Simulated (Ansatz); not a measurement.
Ge:
```cif
data_Ge2
_chemical_formula_sum 'Ge2'
_space_group_name_H-M_alt 'P 1'
_space_group_IT_number 1
_cell_length_a 3.99795
_cell_length_b 3.99795
_cell_length_c 3.99795
_cell_angle_alpha 60.000
_cell_angle_beta 60.000
_cell_angle_gamma 60.000
loop_
_space_group_symop_operation_xyz
  'x, y, z'
loop_
_atom_site_label
_atom_site_type_symbol
_atom_site_fract_x
_atom_site_fract_y
_atom_site_fract_z
_atom_site_occupancy
Ge1 Ge 0.50000 0.50000 0.50000 1
Ge2 Ge 0.75000 0.75000 0.75000 1
```

Relaxed with r²SCAN+D4.

Q: Which orbitals make up the states near the band edges in r²SCAN+D4 (plane waves, PAW; program Ansatz)?

A: Top 1 eV of the valence band: Ge 4p 97 %. Bottom 1 eV of the conduction band: Ge 4p 57 %, Ge 4s 34 %, outside the projected shells 9 %. Projections are on Löwdin-orthogonalised atomic valence shells; empty p or d shells of many metals are not among them.

Q: Tabulate the density of states.

A: States/eV per cell of 2 atoms, in 0.25 eV bins, energy from the valence-band maximum.

```
E (eV)  total  Ge 4p  Ge 4s
------  -----  -----  -----
-7.85    1.12   0.52   0.59
-7.60    0.83   0.39   0.43
-7.35    0.61   0.28   0.32
-7.10    0.49   0.23   0.26
-6.85    0.42   0.20   0.22
-6.60    0.36   0.17   0.19
-6.35    0.31   0.15   0.16
-6.10    0.28   0.13   0.14
-5.85    0.24   0.12   0.12
-5.60    0.21   0.10   0.11
-5.35    0.19   0.09   0.09
-5.10    0.17   0.08   0.08
-4.85    0.15   0.07   0.07
-4.60    0.25   0.19   0.06
-4.35    1.20   1.11   0.08
-4.10    1.10   1.01   0.08
-3.85    1.02   0.93   0.08
-3.60    1.06   0.98   0.08
-3.35    1.26   1.18   0.07
-3.10    1.49   1.41   0.07
-2.85    1.39   1.31   0.06
-2.60    1.33   1.26   0.05
-2.35    1.25   1.20   0.05
-2.10    1.21   1.16   0.04
-1.85    1.16   1.11   0.03
-1.60    1.08   1.05   0.02
-1.35    0.73   0.71   0.02
-1.10    0.49   0.47   0.01
-0.85    0.35   0.34   0.01
-0.60    0.24   0.23   0.00
-0.35    0.13   0.13   0.00
-0.10    0.04   0.04   0.00
0.15     0.00   0.00   0.00
0.40     0.00   0.00   0.00
0.65     0.02   0.01   0.01
0.90     0.17   0.09   0.07
1.15     0.46   0.26   0.15
1.40     0.79   0.47   0.25
1.65     1.10   0.67   0.33
1.90     1.64   1.02   0.46
2.15     1.71   1.08   0.46
2.40     1.13   0.71   0.30
2.65     0.95   0.62   0.22
2.90     0.87   0.58   0.18
3.15     1.14   0.76   0.24
3.40     0.88   0.63   0.15
3.65     1.03   0.79   0.12
3.90     1.99   1.54   0.15
4.15     1.24   0.94   0.11
4.40     1.17   0.88   0.11
4.65     0.99   0.76   0.07
4.90     1.04   0.76   0.06
5.15     1.49   1.01   0.08
```

Space group Fd-3m (diamond). The cell was relaxed with r²SCAN+D4 under the symmetry of its start. Spin–orbit coupling is left out wherever it is not named.

Potentials: the earlier of the program's two PAW sets.
